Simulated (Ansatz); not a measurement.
ZrB2:
```xyz
3
Lattice="3.1710 0.0000 0.0000 -1.5855 2.7462 0.0000 0.0000 0.0000 3.5422" Properties=species:S:1:pos:R:3 pbc="T T T"
Zr     0.0000     0.0000     0.0000
B      0.0000     1.8308     1.7711
B      1.5855     0.9154     1.7711
```

Relaxed with PBE. Special points in fractions of this cell's reciprocal vectors: Γ (0.000, 0.000, 0.000); M (0.500, 0.000, 0.000); K (0.333, 0.333, 0.000); A (0.000, 0.000, 0.500); L (0.500, 0.000, 0.500); H (0.333, 0.333, 0.500).

List the band energies nearest the Fermi level at these points for DFT-PBE in the program Ansatz with PAW potentials.

In eV from the Fermi level; about four levels below and three above (degenerate sets whole), none deeper than 8.9 eV; points with the same levels are listed once.

| k | below | above |
|---|---|---|
| Γ | -2.61 -2.61 -2.58 -2.36 | 3.39 3.39 4.14 4.14 |
| M | -8.51 -3.90 -3.05 -2.67 | 2.22 2.29 4.92 |
| K | -7.77 -7.77 -6.89 -2.45 -2.45 | 1.56 1.56 3.16 |
| A | -6.95 -0.95 -0.95 | 0.35 0.35 0.78 0.78 |
| L | -7.00 -4.59 -4.11 -2.01 | 3.70 4.07 5.29 |
| H | -8.73 -8.73 -4.93 -2.67 -2.67 | 4.05 5.98 5.98 |

Space group P6/mmm. The cell was relaxed with PBE under the symmetry of its start. No spin polarisation was allowed. Spin–orbit coupling is left out wherever it is not named.

Potentials: the later of the program's two PAW sets.
